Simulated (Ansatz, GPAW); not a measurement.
In3Se: 3 runs at one level of theory

```
In Se
1.0
     4.80376    0.00000    0.00000
     0.00000    4.80376    0.00000
     0.00000    0.00000    4.80376
In Se
3 1
Cartesian
  2.4019 2.4019 0.0000
  2.4019 0.0000 2.4019
  0.0000 2.4019 2.4019
  0.0000 0.0000 0.0000
```

The cell comes from a database or a generator and needn't be the stable form of this composition.

Alike in all runs: task single point; functional PBEsol; k mesh 6 × 6 × 6; occupations fermi-dirac, width 0.05 eV; no spin polarisation; no spin-orbit coupling. Pressure is positive in compression and, in plane waves, holds the error of the finite cutoff, which Ansatz's Pulay term estimates and takes out.

```json
{"program and potentials": "Ansatz, Ansatz PAW", "plane-wave cutoff (eV)": "420", "notes": "potentials made for PBE, which Ansatz adapts in part; 13.75 valence electrons an atom on average; Pulay term of +0.03 GPa included", "band gap (eV)": "no gap", "pressure (GPa)": "-2.95"}
{"program and potentials": "Ansatz, all-electron LAPW, scalar-relativistic", "plane-wave cutoff (eV)": "-", "notes": "-", "band gap (eV)": "no gap", "pressure (GPa)": "-2.94"}
{"program and potentials": "GPAW, PAW data sets generated for this functional", "plane-wave cutoff (eV)": "600", "notes": "11.25 valence electrons an atom on average", "band gap (eV)": "no gap", "pressure (GPa)": "-3.17"}
```

None finds a gap. The pressure spans -3.17 (GPAW, PAW data sets generated for this functional) to -2.94 GPa (Ansatz, all-electron LAPW, scalar-relativistic), with all-electron results at -2.94.

The functional is the same throughout but for its coding, so the spread measures potentials, basis and numerics; runs on potential files found faulty are left out.
